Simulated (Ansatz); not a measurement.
InMo₃C (anti-perovskite, Pm-3m) at seven volumes, plane-wave PAW r²SCAN (Ansatz code), scaled uniformly. One row is withheld.

| V (Å³/atom) | P (GPa) |
|---|---|
| 13.468 | 27.27 |
| 13.912 | 16.68 |
| 14.356 | ? |
| 14.800 | 0.00 |
| 15.244 | -6.53 |
| 15.688 | -12.07 |
| 16.132 | -16.78 |

Question: Fit the shown pressures and predict the withheld one.

Answer: Third-order Birch–Murnaghan: P = (3/2)B₀(x^(7/2) − x^(5/2))[1 + (3/4)(B′ − 4)(x − 1)] with x = (V₀/V)^(2/3). Least squares on the six rows gives V₀ = 14.800 Å³/atom, B₀ = 235.2 GPa, B′ = 4.38. At V = 14.356, x = 1.0205 and P = 7.66 GPa. The run itself gave 7.67 GPa.

The start of the workflow was typed in or built on a structure type; neither database checked (COD, Materials Project) lists it. Whether it is the stable phase at ambient conditions was not checked. The cell was relaxed with r²SCAN under the symmetry of its start; whether a distortion lowers the energy is not shown. The run is not spin-polarised. Its formation energy is positive at this level, so the cell may be metastable or incomplete.

Potentials: the later of the program's two PAW sets.
